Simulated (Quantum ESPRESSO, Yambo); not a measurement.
CaC2 (space group C2/c, No. 15). The geometry is that of Materials Project entry mp-1575, symmetrised and not relaxed again. Chain: PBEsol (Quantum ESPRESSO, PseudoDojo norm-conserving, 82 Ry, no spin-orbit coupling); G0W0 in Yambo (4×4×2 Γ-centred k mesh, 140 bands and a 7 Ry block in the screening, 140 bands in G with the Bruneval-Gonze terminator, plasmon pole fitted at 27.2 eV); BSE (4×4×2 mesh, 8 valence and 15 conduction bands, static screening with 53 bands and a 3 Ry block, scissor 2.05 eV, Tamm-Dancoff).

```json
{
  "PBEsol gap (dense path)": "1.88 eV",
  "PBEsol gap (0.25, -0.25, 0) → (-0.5, -0.5, 0) on the GW mesh": "1.89 eV",
  "PBEsol smallest direct gap on the GW mesh, at (-0.5, -0.5, 0)": "2.59 eV",
  "G0W0 direct gap at that point": "4.64 eV",
  "G0W0 correction to the gap (0.25, -0.25, 0) → (-0.5, -0.5, 0)": "1.91 eV",
  "lowest_exciton": "no binding energy given (see below)"
}
```

Rough cost of the Yambo steps against G0W0 for 14 states: BSE about 1/5.

Nearest settings tried, and what they do to the gap: 91 bands in G: +1 meV; 66 bands in W: +52 meV; 3 Ry block (57 vectors against 199): -260 meV. Not varied: mesh. So the settings aren't converged at that level. The BSE states are vertical excitations (zero momentum); the indirect quasiparticle gap, about 3.80 eV, is smaller than the direct one (4.64 eV on the GW mesh). The lowest state covers only about 1 of the 32 k points, so the mesh doesn't resolve it: its energy and its distance from the direct gap are mesh artefacts. An extended exciton needs a far denser mesh. Axes are Cartesian, with cell vectors (Å) (3.30, -2.08, 0.00), (3.30, 2.08, 0.00), (-2.20, 0.00, 7.05).

The structure is a Materials Project entry; no match was found in the copy of COD used, and its stability was not checked.
